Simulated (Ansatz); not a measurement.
The start is a generated cell, WC built in the AFLOW prototype AB_hP12_194_df_ce (B18, as in CuS). A full variable-cell relaxation at zero pressure is run with PBEsol (plane waves to 420 eV, PAW, scalar-relativistic; Ansatz, a program for electronic structure). The first steps use a coarse 6×6×2 k-mesh.

Initial structure:
```
WC
1.0
    3.43392     0.00000     0.00000
   -1.71696     2.97387     0.00000
    0.00000     0.00000    14.14853
W C
6 6
Direct
  0.33333   0.66667   0.75000
  0.66667   0.33333   0.25000
  0.33333   0.66667   0.10724
  0.66667   0.33333   0.60724
  0.66667   0.33333   0.89276
  0.33333   0.66667   0.39276
  0.33333   0.66667   0.25000
  0.66667   0.33333   0.75000
  0.00000   0.00000   0.06370
  0.00000   0.00000   0.56370
  0.00000   0.00000   0.93630
  0.00000   0.00000   0.43630
```

```yaml
initial_pressure: "+8 GPa (positive: the cell is compressed)"
largest_initial_force: about 2.6 eV/Å, on W3, W4, W5, W6 (atoms numbered as listed)
energy_released: 0.25 eV/atom
volume_change: -1.2 %, from 12.04 to 11.90 Å³/atom
Shortest distances (start → end): "The closest pairs of elements (up to four, under 3.6 Å), start → end: C–C 1.80 → 2.63 Å; C–W 1.98 → 2.03 Å; W–W 2.83 → 2.93 Å"
band_gap_at_the_end: no gap (metallic)
optimiser_moves: 19
```

It ends as:

```cif
data_C6W6
_chemical_formula_sum 'W6 C6'
_space_group_name_H-M_alt 'P63/mmc'
_space_group_IT_number 194
_space_group_name_Hall '-P 6c 2c'
_cell_length_a 3.50873
_cell_length_b 3.50873
_cell_length_c 13.39101
_cell_angle_alpha 90.000
_cell_angle_beta 90.000
_cell_angle_gamma 120.000
loop_
_atom_site_label
_atom_site_type_symbol
_atom_site_symmetry_multiplicity
_atom_site_Wyckoff_symbol
_atom_site_fract_x
_atom_site_fract_y
_atom_site_fract_z
_atom_site_occupancy
W1 W 2 d 0.66667 0.33333 0.25000 1
W2 W 4 f 0.33333 0.66667 0.09235 1
C1 C 2 c 0.33333 0.66667 0.25000 1
C2 C 4 e 0.00000 0.00000 0.09808 1
```

Final values are on a 12×12×3 k-mesh of the relaxed cell. No spin polarisation in the result.

The run could not lose the symmetry of its start: the end is stationary, and may be a saddle point rather than a minimum.

The relaxed structure here is a generated cell of WC: the first start was made by placing the elements on the sites of a structure type, and the end was not matched to a known phase here, so it may be hypothetical. Known forms of WC include space group No. 187.
